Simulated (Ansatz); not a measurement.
## What settings do to one calculation: Zn started on an Al site next to a N vacancy in wurtzite AlN, 15 atoms, charge +1

Ansatz (PAW, plane waves), atoms fixed. The base input:

```yaml
crystal:
  lattice:
    - [6.227632, 0.000000, 0.000000]
    - [0.000000, 5.393287, 0.000000]
    - [0.000000, 0.000000, 4.983529]
  atoms:
    - { symbol: Al, position: [0.259969, 0.171756, 0.493675], spin: 0.143 }
    - { symbol: Al, position: [0.996182, 0.671963, 0.490957] }
    - { symbol: Al, position: [0.743858, 0.162464, 0.498755], spin: 0.143 }
    - { symbol: Al, position: [0.996014, 0.338288, 0.013037] }
    - { symbol: Al, position: [0.491777, 0.333954, 0.993083], spin: 0.143 }
    - { symbol: Al, position: [0.247642, 0.828484, 0.986727] }
    - { symbol: Al, position: [0.757574, 0.825876, 0.993191] }
    - { symbol: Zn, position: [0.496656, 0.651291, 0.499481], spin: 0.143 }
    - { symbol: N, position: [0.002871, 0.328718, 0.371180] }
    - { symbol: N, position: [0.249236, 0.842079, 0.372079], spin: 0.143 }
    - { symbol: N, position: [0.762600, 0.843485, 0.375330], spin: 0.143 }
    - { symbol: N, position: [0.251685, 0.173126, 0.886069] }
    - { symbol: N, position: [0.003687, 0.665171, 0.876849] }
    - { symbol: N, position: [0.737395, 0.162153, 0.880527] }
    - { symbol: N, position: [0.492710, 0.662468, 0.884407], spin: 0.143 }
kpoints:
  mp_grid: { grid: [2, 2, 2], shift: [0.5, 0.5, 0.5] }
hamiltonian:
  xc: pbesol
total_charge: 1
magnetization:
  spin_polarized: true
scf:
  occupations: { method: fermi_dirac, width: 0.01 }
output:
  forces: true
  eigenvalues: true
  populations: true
  charged_corrections: { epsilon: 8.5 }
  write_density: true
  write_potential: true
  elf: true
  volumetric_format: npy
```

Command:

```sh
ansatz run in.yaml --threads 8 --pin off --max-ram 13300MiB --runs-dir r --events-out ev --progress --plain
```

It converged in 16 iterations and 4.2 s of wall time on 8 threads of a Neoverse-V1 processor, on a host shared with other runs; peak host memory 0.61 GiB; largest force component 2.45 eV/Å. The cutoff was the default, 420 eV. The base isn't a converged reference: it has few k points, and its atoms are unrelaxed. Each run below changes the keys shown and caps the iterations.

| run | changed | ending | iterations | free energy less the base (meV per atom) | rms change of forces (eV/Å) | change of pressure (GPa) | wall time (s, shared host) |
| --- | --- | --- | --- | --- | --- | --- | --- |
| 1 | max_iter 90, total_charge 3 | converged | 20 | other zero | 0.635 | – | 3.7 CPU |
| 2 | dr2_threshold 1e-05, max_iter 100 | converged | 13 | 0.0 | 0.000 | – | 2.7 CPU |
| 3 | width 0.2 eV, xc pbe, max_iter 80 | converged | 20 | other zero | 0.271 | – | 4.3 CPU |
| 4 | accuracy high, max_iter 70 | converged | 16 | 0.0 | 0.000 | – | 2.9 CPU |
| 5 | ecutrho_ratio 8, max_iter 90 | converged | 16 | 0.0 | 0.000 | – | 3.1 CPU |
| 6 | mixing beta 0.2, max_iter 80 | converged | 17 | 0.0 | 0.000 | – | 2.8 CPU |
| 7 | n_extra_bands 60, max_iter 4 | not converged | – | – | – | – | – |
| 8 | dispersion rvv10, max_iter 90, k points a 2×2×1 mesh centred on Γ | refused | – | – | – | – | – |
| 9 | accuracy high, max_iter 50 | converged | 16 | 0.0 | 0.000 | – | 2.9 CPU |
| 10 | max_iter 50, k points the single k point (½, ½, ½) | converged | 16 | 48.7 | 0.575 | – | 1.1 CPU |

«Other zero»: another functional, charge or dispersion term moves the zero of energy, so the difference says nothing of accuracy.

Which changes leave the result alone, and which of the same physical model moves the forces most?

The forces move by under 0.002 eV/Å in runs 2, 4, 5, 6, 9. Run 10 (max_iter 50, k points the single k point (½, ½, ½)) moves them most among the runs with the same functional, charge and dispersion term, by 0.575 eV/Å.

Why did some runs give no result?

- run 7: did not converge after 4 iterations: dr2 = 1.76e-1 (threshold 1.00e-7), under the density mixer `msr1`, which `scf.mixing.algorithm: auto` chose by the deck's other keys (type `scf.mixing.algorithm: msr1` to keep it);
- run 8: inconsistent input (hamiltonian.dispersion, hamiltonian.xc): `dispersion: rvv10` has no transferable b for PBE exchange — Sabatini et al. (2013) fitted b=6.3 to rPW86, and the PBE refits of Peng & Perdew (2017) are task-dependent (b=6.6 S22 / b=10.0 layered). …
